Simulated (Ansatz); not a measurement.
YAlGe: computed properties

The calculation used DFT r2SCAN, scalar-relativistic, plane waves, PAW in Ansatz.

Cutoff 500 eV; k points 10×10×6 on the computed 6-atom cell (Γ-centred); Gaussian smearing, width 0.10 eV; no spin polarisation.

The structure is relaxed at this level of theory with its symmetry kept. Whether it is the stable form of this composition wasn't checked.

It takes space group Cmcm (No. 63, orthorhombic). The conventional cell has a = 4.033 Å, b = 10.465 Å, c = 5.762 Å, α = 90.00°, β = 90.00°, γ = 90.00°. Y (site symmetry m2m) has 5 Ge at 2.95 to 3.09 Å and 4 Al at 3.18 Å as nearest neighbours. Al (site symmetry 2/m) has 4 Ge at 2.71 Å and 2 Al at 2.88 Å as nearest neighbours. Ge (site symmetry m2m) has 4 Al at 2.71 Å and 5 Y at 2.95 to 3.09 Å as nearest neighbours.

| Property | Result |
| --- | --- |
| Volume per atom | 20.27 Å³ |
| Generalised Kohn–Sham band gap | none (metal) |
| Density of states at the Fermi level | 1.45 states/eV per cell |
| Löwdin character within 0.5 eV of the Fermi level | Y 4d 47 %, Ge 4p 28 %, Al 3p 12 % |
| Bulk modulus | 88 GPa |
| Its pressure derivative | 4.3 |
| Bader charges (e) | Y (2 in the cell) 1.56, Al (2 in the cell) 0.56, Ge (2 in the cell) -2.12 |